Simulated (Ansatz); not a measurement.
CdH₆N₂Cl₂ in space group C2/m (No. 12; Pearson symbol mS22), plane-wave PAW r²SCAN+D4 (Ansatz code), all energies at zero smearing, with the estimated change up to a 700 eV cutoff added, with one set of potentials and settings (totals compare only within such a set). Cell of 11 atoms (1 Cd, 6 H, 2 N, 2 Cl): -11308.733 eV.

```csv
element,reference phase,E (eV/atom)
Cd,"P6_3/mmc, 2 atoms in the cell",-8268.3261
H,"Cmce, 4 atoms in the cell",-15.9523
N,"Pa-3, 8 atoms in the cell",-384.8553
Cl,"Cmce, 4 atoms in the cell",-1083.6978
```

Formation energy per atom, worked out: (-11308.733 − 1×(-8268.3261) − 6×(-15.9523) − 2×(-384.8553) − 2×(-1083.6978))/11 = -0.690 eV/atom (-67 kJ per mol of atoms), at 0 K, without zero-point energy or fitted corrections.

The workflow started from a Materials Project entry (that database holds measured and hypothetical structures alike); the Crystallography Open Database copy checked does not list it. Its standing as an ambient phase is unchecked. Symmetry was held in the r²SCAN+D4 relaxation; its stability against distortions is not shown here. The references are the lowest solids computed at this level, not always the standard phases (solids in place of the gases).

Potentials: the later of the program's two PAW sets.
